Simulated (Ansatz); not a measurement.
Consider the following.

WC:
```yaml
crystal:
  lattice:
    - [5.41453, 0.00000, 0.00000]
    - [0.00000, 3.97439, 0.00000]
    - [0.00000, 0.00000, 4.09886]
  atoms:
    - { symbol: W, position: [0.20994, 0.25000, 0.10189] }
    - { symbol: W, position: [0.29006, 0.75000, 0.60189] }
    - { symbol: W, position: [0.79006, 0.75000, 0.89811] }
    - { symbol: W, position: [0.70994, 0.25000, 0.39811] }
    - { symbol: C, position: [0.12100, 0.25000, 0.59387] }
    - { symbol: C, position: [0.37900, 0.75000, 0.09387] }
    - { symbol: C, position: [0.87900, 0.75000, 0.40613] }
    - { symbol: C, position: [0.62100, 0.25000, 0.90613] }
```

This is the PBE-relaxed structure.

Problem. All from PBE (plane waves, PAW; program Ansatz), unless another level is named. Predict the electronic character.

Solution. metallic (no gap).

Problem. Next, the density of states at the Fermi level?

Solution. 0.24 states/eV per atom (mean over ±0.08 eV).

Problem. Predict the formation energy from the elements (no fitted shifts).

Solution. 0.50 eV/atom.

Space group Pnma. A made-up cell: these elements were put on the sites of a structure type; neither database checked (COD, Materials Project) lists it. It is not the phase usual at ambient conditions (space group No. 187). The cell was relaxed with PBE under the symmetry of its start; its stability against distortions is not shown here. No spin polarisation was allowed. The references are the lowest solids computed at this level, not always the standard phases. Spin–orbit coupling is left out wherever it is not named.

Potentials: the later of the program's two PAW sets.
